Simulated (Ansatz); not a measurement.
NiSe:
Space group P6₃/mmc (No. 194); a = 3.6214 Å, b = 3.6214 Å, c = 5.0343 Å, α = 90.00°, β = 90.00°, γ = 120.00°

```tsv
atom	site	symmetry	x	y	z
Ni	2a	-3m.	0.0000	0.0000	0.0000
Se	2c	-6m2	0.3333	0.6667	0.2500
```

Relaxed at zero pressure with LDA (plane waves, PAW; program Ansatz).

Q: The volume is raised by 9 % and shape and atoms relax at that volume. What pressure results, and how do the axes share the change?

A: -10.5 GPa; a 2.8 %, b 2.8 %, c 3.2 %; the energy rises by 46 meV/atom.

Q: Give the new structure.

A: 
Space group P6₃/mmc (No. 194); a = 3.721 Å, b = 3.721 Å, c = 5.196 Å, α = 90.00°, β = 90.00°, γ = 120.00°

```
atom  site  symmetry       x       y       z
----  ----  --------  ------  ------  ------
Ni      2a      -3m.  0.0000  0.0000  0.0000
Se      2c      -6m2  0.3333  0.6667  0.2500
```

The phase is kept; no other phase was compared at this pressure.

Space group P6_3/mmc (NiAs type). The workflow started from a Materials Project entry (that database holds measured and hypothetical structures alike); the Crystallography Open Database files this formula in space group No. 194, but the cells were not matched. Whether it is the stable phase at ambient conditions was not checked. The LDA relaxation kept the symmetry of its start; of distortions, only those at the zone centre were tested. No spin polarisation was allowed.

Potentials: the later of the program's two PAW sets.
